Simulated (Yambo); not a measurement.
How GW settings move the gap: CsCdCl3

G0W0@PBEsol for CsCdCl3 (cubic perovskite, space group Pm-3m, No. 221) in Yambo. Reference settings: 2×2×2 Γ-centred k mesh, bands 5 to 268 and a 8 Ry block in the screening, 268 bands in G with the Bruneval-Gonze terminator, plasmon pole fitted at 27.2 eV. The PBEsol gap R → Γ on this mesh is 1.63 eV; G0W0 gaps are taken between the same points.

```tsv
change from the reference	G0W0 gap R → Γ (eV)	shift of the valence edge (eV)	rough Yambo cost
reference settings	3.76	-1.25	1
95 bands in W, 95 bands in G	4.05	-1.04	about 1/3
168 bands in W, 168 bands in G	3.84	-1.17	within a factor of two
95 bands in G	3.80	-1.22	–
168 bands in G	3.77	-1.24	–
122 bands in W	3.93	-1.12	within a factor of two
1 Ry block	4.08	-1.03	within a factor of two
3 Ry block	3.65	-1.00	within a factor of two
7 Ry block	3.74	-1.21	within a factor of two
pole fitted at 55 eV	3.76	-1.33	–
no random integration	3.69	-1.02	–
95 bands in G, no terminator	3.67	-0.66	–
168 bands in G, no terminator	3.66	-0.95	–
no terminator	3.71	-1.11	–
```

The reference isn't shown to be the converged limit. Costs are rough (shared machines), scaled to the same edge states, and given only for runs that recompute the screening.

Spin-orbit splittings are left out. The cell is held in this high symmetry; tilts and polar distortions were not searched.

Geometry of the Materials Project entry, not relaxed at this level; primitive cell a = b = c = 5.264 Å, α = β = γ = 90.00°.

A shift is the quasiparticle energy of the state minus its PBEsol energy.
